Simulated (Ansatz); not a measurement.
Ansatz (a quantum-chemistry and plane-wave program) input:

Ansatz 0.2 input:
```yaml
crystal:
  lattice:
    - [0.0, 3.0973674673, 3.0973674673]
    - [3.0973674673, 0.0, 3.0973674673]
    - [3.0973674673, 3.0973674673, 0.0]
  atoms:
    - { symbol: Ba, position: [0.0, 0.0, 0.0] }
    - { symbol: F, position: [0.25, 0.25, 0.25] }
    - { symbol: F, position: [0.75, 0.75, 0.75] }
kpoints:
  mp_grid: { grid: [8, 8, 8] }
hamiltonian:
  xc: r2scan
  pseudopotentials: { kind: paw }
scf:
  occupations: { method: fixed }
checkpoint: { read: static.run }
output: { bader: true, populations: true }
```

Output (shortened):

```
Pseudopotential: Ba, paw, valence charge 10
Pseudopotential: F, paw, valence charge 7
Functional definition: r2SCAN
Crystal: 3 atoms, lattice volume = 59.430 Å³
Basis set: ecut = 500 eV, 1459 PW (Γ), exchange–correlation on 128×128×128 points (64 copies of the dense FFT grid, shifted against one another)
Bands: 16, of which v1, the nominal top of the filled ones, is band 12 counted from 1 (11 counted from 0)
Symmetry: 48 space group operations
Space group: Fm-3m (ITA 225), of the structure as read, at distance tolerance 3.9e-5 Å
k-points: 29 of 512
Stability of the state it starts from, as read at its close in the unpolarized treatment …
iter 1 solved again at ethr=4.77e-7 eV; its pass at ethr=3.10e-3 eV (dr2=1.14e-4 eV) is discarded
SCF iter   1: F=—  HF=-7590.721747 eV  |F-HF|=—  |Δ(HF+E_count)|=         —  Δρ=1.75e-6  dr2=1.29e-9  dr2_τ=1.03e-10  ethr=4.77e-7  ⟨swp⟩=2.6  Hψ=3559  notcnv=0  defer=53
preconditioner: auto → none
SCF iter   2: F=—  HF=-7590.721747 eV  |F-HF|=—  |Δ(HF+E_count)|=   5.42e-7  Δρ=2.74e-6  dr2=2.97e-9  dr2_τ=2.88e-10  ethr=5.36e-12  ⟨swp⟩=8.7  Hψ=3249  notcnv=0
SCF iter   3: F=-7590.721747 eV  HF=-7590.721747 eV  |F-HF|=4.27e-10  |Δ(HF+E_count)|=  7.15e-10  Δρ=1.09e-6  dr2=4.98e-10  dr2_τ=3.94e-11  ethr=5.36e-12  ⟨swp⟩=1.0  Hψ=1217  notcnv=0
SCF 1 converged in 3 iterations: F = -7590.721747 eV  dr2 = 4.98e-10
SCF converged after 3 iterations
Free energy (F): -7590.721747 eV
Harris-Foulkes:  -7590.721747 eV  (|F-HF|=4.27e-10)
Internal energy: -7590.721747 eV  (E = F + TS)
E sigma→0 (E₀):  -7590.721747 eV
Fermi energy:    2.633465 eV
--- Per-component energies (eV) ---
  E_band       = -119.446714
  E_kinetic    = 587.069290
  E_local      = -1551.671821  (includes V_loc(G=0)·N_el)
  E_nonlocal   = 201.013474
  E_hartree    = 588.312316
  E_xc         = -317.995563
  E_vxc        = -383.568736  (∫ρ·V_xc dr)
  E_paw        = -5657.271927  (= ΣΔE_a)
  E_vpaw       = -173.606381  (= ΣTr[D̂ρ^β])
  E_aug_tail   = 0.002085  (compensation charges beyond the density's cutoff)
  E_vtau       = 24.689827  (kinetic-family band-sum trace: ∫τ·v_τ [+ j·A + Jᵃ·Aᵃ] dr)
  E_ewald      = -1440.187232
  E_core_change = 0.007633  (= ΣΔE_core)
  E_smearing   =  0.000000  (= −TS)
  E_closure    = 0.000000  (closes the sum)
  Σ components = -7590.721747   (vs F -7590.721747, Δ=0.00e0)
  [band-id]    e_kinetic+e_local+e_nonlocal+2·e_hartree+e_vxc+e_vpaw+e_augmentation_tail+e_vtau = -119.447631   (vs E_band -119.446714, Δ=-9.17e-4)
--- Band table (eV; the first three rows and the last of 29) ---
  k-point 0: bands = ["-20.8936", "-17.4611", "-17.2979", "-5.2472", "-5.2472", "-5.2472", "1.1639", "1.1639", "1.1639", "2.5314", "2.5314", "2.5314", "10.0466", "12.6208", "12.6208", "14.9755"]
  k-point 1: bands = ["-20.8567", "-17.4749", "-17.3427", "-5.2777", "-5.2726", "-5.2726", "1.2287", "1.2287", "1.3241", "2.4314", "2.5133", "2.5133", "10.3890", "12.5950", "12.5950", "14.7647"]
  k-point 2: bands = ["-20.7629", "-17.5278", "-17.4363", "-5.3443", "-5.3321", "-5.3321", "1.3781", "1.3781", "1.7106", "2.2262", "2.4781", "2.4781", "11.1698", "12.5595", "12.5595", "14.2499"]
  k-point 28: bands = ["-20.5147", "-17.6678", "-17.6678", "-5.6711", "-5.3715", "-5.3715", "1.4381", "2.0500", "2.2894", "2.2894", "2.3291", "2.4092", "10.6566", "13.1665", "13.4288", "13.4288"]
--- Löwdin populations: 3 sites ---
  site symbol       q [e]
     0     Ba      8.1911
     1      F      7.8035
     2      F      7.8035
  spilling = 0.008417 (of n_electrons = 24.000000)
--- Bader charges: 3 sites ---
  site symbol  charge [e]  shift [e]
     0     Ba      1.7164     0.0000
     1      F     -0.8582     0.0000
     2      F     -0.8582     0.0000
  shift: an alarm, by how much a part of what the PAW files miss would move the charge. Where it is large, compare
  with a run on PAW files of another source; a small one proves nothing
  estimated error of the sums over rays = 8.6e-5 e
```

Cost: about 30 core-seconds (a rough figure) on shared cores.

The cell was relaxed with r²SCAN under the symmetry of its start. Scalar-relativistic: spin–orbit coupling is off unless named, which matters more the heavier the elements.

Potentials: the later of the program's two PAW sets.

Ansatz is a plane-wave DFT program.
